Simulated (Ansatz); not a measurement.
NbRu:
```
CELL_PARAMETERS angstrom
      0.00000     2.58161     2.58161
      2.58161     0.00000     2.58161
      2.58161     2.58161     0.00000
ATOMIC_POSITIONS crystal
  Ru 0.00000 0.00000 0.00000
  Nb 0.50000 0.50000 0.50000
```

Relaxed with r²SCAN. Special points in fractions of this cell's reciprocal vectors: Γ (0.000, 0.000, 0.000); X (0.500, 0.000, 0.500); U (0.625, 0.250, 0.625); K (0.375, 0.375, 0.750); L (0.500, 0.500, 0.500); W (0.500, 0.250, 0.750).

Task: List the band energies nearest the Fermi level at these points for r²SCAN (plane waves, PAW; program Ansatz).

Result: In eV from the Fermi level; about four levels below and three above (degenerate sets whole), none deeper than 8.9 eV; points with the same levels are listed once.

| k | below | above |
|---|---|---|
| Γ | -4.72 -4.72 -4.12 -4.12 -4.12 | 3.66 3.66 3.66 |
| X | -3.85 -2.77 -0.66 -0.66 | 0.04 2.27 2.27 |
| U | -3.00 -2.69 -2.53 -1.12 | 0.99 2.13 2.16 |
| L | -1.03 -1.03 -0.76 -0.76 | 1.41 1.55 1.55 |
| W | -3.40 -3.32 -1.08 -0.64 | 0.10 2.00 2.00 |

Space group Fm-3m (rock salt). The start of the workflow was typed in or built on a structure type; neither database checked (COD, Materials Project) lists it. COD files the formula under space group No. 123, 221. Whether it is the stable phase at ambient conditions was not checked. The r²SCAN relaxation kept the symmetry of its start. At this level the phase is mechanically unstable. No spin polarisation was allowed. Its formation energy is positive at this level, so the cell may be metastable or incomplete. Scalar-relativistic: spin–orbit coupling is off unless named, which matters more the heavier the elements.

Potentials: the later of the program's two PAW sets.
